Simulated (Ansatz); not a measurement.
Relaxed-ion elastic tensor of TiNi (CsCl type, space group No. 221) in GPa (Voigt order), PBEsol in the plane-wave PAW code Ansatz; density 6.75 g/cm³, 13.11 Å³ per atom.

```
 193   167   167   0.0   0.0   0.0
 167   193   167   0.0   0.0   0.0
 167   167   193   0.0   0.0   0.0
 0.0   0.0   0.0  52.6   0.0   0.0
 0.0   0.0   0.0   0.0  52.6   0.0
 0.0   0.0   0.0   0.0   0.0  52.6
```

Problem. Is the crystal mechanically stable?

Solution. Yes: the smallest eigenvalue of C is 25.8 GPa.

Problem. Work out the Voigt, Reuss and Hill averages.

Solution. K_V = 176, K_R = 176, K_H = 176; G_V = 36.7, G_R = 23.6, G_H = 30.2 GPa.

Problem. Give Young's modulus, Poisson's ratio, Pugh's ratio and the universal anisotropy index.

Solution. E = 9KG/(3K + G) = 85.6 GPa; ν = 0.42; K/G = 5.82 (ductile by the Pugh limit of 1.75); A_U = 5G_V/G_R + K_V/K_R − 6 = 2.78.

Problem. Estimate the sound speeds and the Debye temperature.

Solution. v_l = √((K + 4G/3)/ρ) = 5660 m/s, v_t = √(G/ρ) = 2110 m/s, mean 2400 m/s; Θ = (h/k)(3n/4πV)^(1/3) v_m = 303 K.

Problem. Give the Zener ratio and Young's modulus along [100], [110] and [111].

Solution. A = 2C44/(C11 − C12) = 4.07; 1/E = S11 − 2(S11 − S12 − S44/2)Γ with Γ = 0, 1/4, 1/3 gives 37.8, 84.5, 143 GPa.

Space group Pm-3m (CsCl type). The first step of the workflow began from a Materials Project structure, measured or hypothetical; the Crystallography Open Database copy checked does not list it. COD files the formula under space group No. 11, 147, so this cell is another polymorph or a model. With Ti and Ni taken as one species the cell has the higher symmetry Im-3m, so it may be an ordered model of a mixed-site phase. Its standing as an ambient phase is unchecked. The cell was relaxed with PBEsol under the symmetry of its start; of distortions, only those at the zone centre were tested. No spin polarisation was allowed. As this level gives no gap, shear constants depend on the k-mesh and smearing (Fermi–Dirac, 0.1 eV here).

Potentials: the later of the program's two PAW sets.
